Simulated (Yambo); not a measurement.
```
CELL_PARAMETERS angstrom
      0.00000     4.38054     4.38054
      4.38054     0.00000     4.38054
      4.38054     4.38054     0.00000
ATOMIC_POSITIONS crystal
  F  0.72870 0.27130 0.72870
  F  0.27130 0.72870 0.27130
  F  0.72870 0.27130 0.27130
  F  0.27130 0.72870 0.72870
  F  0.72870 0.72870 0.27130
  F  0.27130 0.27130 0.72870
  Sn 0.50000 0.50000 0.50000
  Sn 0.00000 0.00000 0.00000
```

Response from Yambo on PBEsol (pw.x of Quantum ESPRESSO, ONCV potentials, without SOC) bands: 4×4×4 mesh, 131 bands, 3 Ry local-field block, 0.2 eV broadening.

Q: Give the static electronic dielectric constant without and with local fields.

A: 
```
field along  ε(0), independent particles  ε(0), RPA with local fields  refractive index √ε
-----------  ---------------------------  ---------------------------  -------------------
x                                   2.85                         2.59                 1.61
```
Electronic (clamped-ion) response only. PBEsol gaps are usually too small, which raises these values. Convergence of the RPA response with its 4×4×4 mesh was not tested.

Geometry relaxed with PBE+D3(BJ).
